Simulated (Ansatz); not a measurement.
Polymorphs of AlN, each relaxed with the program Ansatz at the HSE06 level (PAW):

A: zinc blende (F-43m)
a = b = c = 4.365 Å, α = β = γ = 90.00°

```
atom  site  symmetry       x       y       z
----  ----  --------  ------  ------  ------
Al      4a      -43m  0.0000  0.0000  0.0000
N       4d      -43m  0.7500  0.7500  0.7500
```

B: wurtzite (P6_3mc)
a = b = 3.1048 Å, c = 4.9683 Å, α = β = 90.00°, γ = 120.00°

```tsv
atom	site	symmetry	x	y	z
Al	2b	3m.	0.6667	0.3333	0.4990
N	2b	3m.	0.3333	0.6667	0.3810
```

### Question
Put the candidates in order of energy per atom at 0 K, lowest first, for HSE06.

### Answer
B (+0 meV/atom), A (+26 meV/atom)

### Question
Give each one's gap.

### Answer
A 4.56 eV; B 5.62 eV.

All cells were relaxed under the symmetry of their starts (and spin orders); stability against distortions was not tested throughout.

Potentials: the earlier of the program's two PAW sets.
